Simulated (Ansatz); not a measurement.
## Trends among crystals of one structure type (Im-3m)

All 3 crystals share space group Im-3m (No. 229) and the same kinds of sites, 1 atom in the primitive cell. They are database entries and needn't be the stable phases. The set is a selection: crystals with an unstable lattice, a very soft shear in a metal or doubtful stress slopes were left out. Cells are relaxed by PAW under the functional.

Quantity: elastic moduli (Hill averages, relaxed ions; θ_D from sound speeds over directions). Level: LDA, all-electron LAPW in Ansatz 0.2.0, scalar-relativistic.

| crystal | cell (conventional) | k mesh | smearing (eV) |
| --- | --- | --- | --- |
| Mo | a = 3.112 Å | 24×24×24 | 0.08 |
| Na | a = 4.057 Å | 16×16×16 | 0.08 |
| W | a = 3.135 Å | 22×22×22 | 0.08 |

Problem. Rank them by B, lowest first.
A. Mo
B. Na
C. W

Solution. B (9.0 GPa), A (293 GPa), C (332 GPa).

All values:

```
crystal  B (GPa)  G (GPa)  C11 (GPa)  C44 (GPa)      ν  θ_D (K)
     Mo      293      128        513        107  0.310      466
     Na      9.0      3.4       10.2        7.4  0.335      165
      W      332      147        548        138  0.307      364
```

Caveats: responses of metals move with mesh and smearing; no spin-orbit coupling on heavy atoms (W).
